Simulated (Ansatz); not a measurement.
Here is the system:

ZrRu (CsCl type, Pm-3m), a = 3.209 Å, b = 3.209 Å, c = 3.209 Å, α = 90.00°, β = 90.00°, γ = 90.00°.

This is the LDA-relaxed structure.

### Question
All from DFT-LDA in the program Ansatz with PAW potentials, unless another level is named. Estimate the formation energy from the elements (no fitted shifts).

### Answer
-0.64 eV/atom.

### Question
Give the density of states at the Fermi level.

### Answer
0.26 states/eV per atom (mean over ±0.08 eV).

The workflow started from a Materials Project entry (that database holds measured and hypothetical structures alike); the Crystallography Open Database files this formula in space group No. 221, but the cells were not matched. Whether it is the stable phase at ambient conditions was not checked. Symmetry was held in the LDA relaxation; of distortions, only those at the zone centre were tested. The run is not spin-polarised. The references are the lowest solids computed at this level, not always the standard phases. Scalar-relativistic: spin–orbit coupling is off unless named, which matters more the heavier the elements.

Potentials: the later of the program's two PAW sets.
